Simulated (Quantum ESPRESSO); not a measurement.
# Planted mistakes on one cell of Si2PNO5

These are calculations, not measurements. They come from pw.x of Quantum ESPRESSO 7.5, a plane-wave density functional program, with PseudoDojo standard norm-conserving files (v0.5 for PBE, v0.4.1 for LDA and PBEsol). The cells are made up: elements, strain and atom displacements were drawn at random, and nothing was relaxed. There is no spin polarisation, spin-orbit coupling or dispersion term.

The cell has 9 sites of a quartz lattice. Sites 1 to 3 hold Si Si P; sites 4 to 9 hold N O O O O O. Cell vectors in Å: (5.034, 0.022, -0.082); (-2.498, 4.478, 0.025); (-0.089, -0.021, 5.724). Settings: PBE, cutoff 1143 eV, 5 x 5 x 4 k mesh shifted by half a step, Fermi-Dirac smearing of 0.025 eV.

The intended run has a self-consistency threshold of 1e-07 eV, a smearing term of 0.000 eV, a pressure of -3.30 GPa and 14 iterations. Each further run changes one thing: all lengths scaled by 1.0171; atoms of sites 4 and 8 exchanged; cutoff 743 eV; files of PBEsol; k mesh 2 x 2 x 2; one electron added; smearing 0.64 eV; threshold 0.1 eV. A coarse mesh keeps the shift, and a charged cell sits in a uniform background.

| run | change of free energy (eV) | smearing term -TS (eV) | change of P (GPa) | largest change of a force component (eV/Å) | iterations |
| --- | --- | --- | --- | --- | --- |
| A | -0.003 | 0.000 | -0.02 | 0.043 | 14 |
| B | 7.873 | 0.000 | -2.76 | 0.145 | 14 |
| C | 0.012 | 0.000 | 0.09 | 0.217 | 6 |
| D | 5.810 | -0.009 | 21.41 | 3.700 | 13 |
| E | -0.550 | -1.475 | 3.33 | 1.694 | 13 |
| F | 1.636 | 0.000 | -11.81 | 0.040 | 14 |
| G | 0.271 | 0.000 | -6.02 | 1.402 | 14 |
| H | 1.194 | 0.000 | 2.12 | 3.069 | 15 |

A rerun of the intended cell at 1437 eV and k mesh 7 x 7 x 6 moved values by no more than 0.003 eV in the cell's energy, 0.03 GPa in stress and 0.002 eV/Å in force.

Question: which change belongs to which run?

## Worked reading

Run C has the fewest iterations, as a run stopped early does. Run E has the largest smearing term, as wide smearing gives. Run F has a higher energy and the largest fall in pressure, as too small a basis gives. Run G changes the volume by a factor of 1.0522; minus its pressure change over the logarithm of that factor, 118 GPa, is a rough bulk modulus with clamped atoms. Energies from files of another functional, or of a charged cell, have another zero and say nothing on stability; the pressure of a charged cell rests on the program's zero of potential too.

## Key

| run | change |
| --- | --- |
| A | k mesh 2 x 2 x 2 |
| B | files of PBEsol |
| C | threshold 0.1 eV |
| D | one electron added |
| E | smearing 0.64 eV |
| F | cutoff 743 eV |
| G | all lengths scaled by 1.0171 |
| H | atoms of sites 4 and 8 exchanged |